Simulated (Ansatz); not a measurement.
## Al (P6_3/mmc), clamped-ion strain scan

Level of theory: DFT PBEsol+D3(BJ), scalar-relativistic, plane waves, PAW (Ansatz 0.2.0). Settings: plane waves to 420 eV, k-mesh 18×18×10 (Γ-centred), Gaussian smearing 0.15 eV. No spin polarisation. Energies are free energies at this smearing, counted from the undisturbed cell; pressure is positive in compression.

Reference structure (as given, not relaxed at this level; it stands at -4.5 GPa; this form isn't the usual structure):

```
CELL_PARAMETERS angstrom
2.81246 0.00000 0.00000
-1.40623 2.43566 0.00000
0.00000 0.00000 4.86685
ATOMIC_POSITIONS crystal
Al 0.66667 0.33333 0.75000
Al 0.33333 0.66667 0.25000
```

The cell is strained by ε times the Voigt pattern (0, 0, 0, 0, 1, 0) (xx, yy, zz, yz, xz, xy; engineering shear) with fractional coordinates fixed. The cell is metallic on the mesh throughout.

```csv
ε,ΔE (meV/atom),"stress summed along the pattern (GPa, tension positive)",pressure (GPa)
-0.1000,1.9,-0.71,-4.0
-0.0500,0.6,-0.21,-4.3
0.0000,0.0,0.00,-4.5
0.0125,0.1,0.12,-4.4
0.0250,0.2,0.21,-4.4
0.0375,0.4,0.22,-4.4
0.0625,0.7,0.28,-4.3
0.0750,0.9,0.40,-4.2
0.0875,1.3,0.53,-4.1
```

By symmetry 0.1000 repeats -0.1000, -0.0750 repeats 0.0750, 0.0500 repeats -0.0500, -0.0250 repeats 0.0250 in energy, with the opposite slope along the path.